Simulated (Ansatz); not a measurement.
Given:

Si$_{2}$W:
Space group I4/mmm (No. 139); a = 3.185 Å, b = 3.185 Å, c = 7.772 Å, α = 90.00°, β = 90.00°, γ = 90.00°

| atom | site | symmetry | x | y | z |
|---|---|---|---|---|---|
| W | 2a | 4/mmm | 0.0000 | 0.0000 | 0.0000 |
| Si | 4e | 4mm | 0.0000 | 0.0000 | 0.3347 |
(The calculation used a cell of 3 atoms; values per cell refer to that cell.)

This is the LDA-relaxed structure.

**Question.** All from plane-wave PAW LDA (Ansatz code), unless another level is named. Give the electronic character.

**Answer.** metallic (no gap).

**Question.** Predict the density of states at the Fermi level.

**Answer.** 0.07 states/eV per atom (mean over ±0.08 eV).

**Question.** Predict the formation energy from the elements (no fitted shifts).

**Answer.** -43 kJ/mol of atoms.

The LDA relaxation kept the symmetry of its start; of distortions, only those at the zone centre were tested. The run is not spin-polarised. The references are the lowest solids computed at this level, not always the standard phases. Spin–orbit coupling is left out wherever it is not named.

Potentials: the later of the program's two PAW sets.
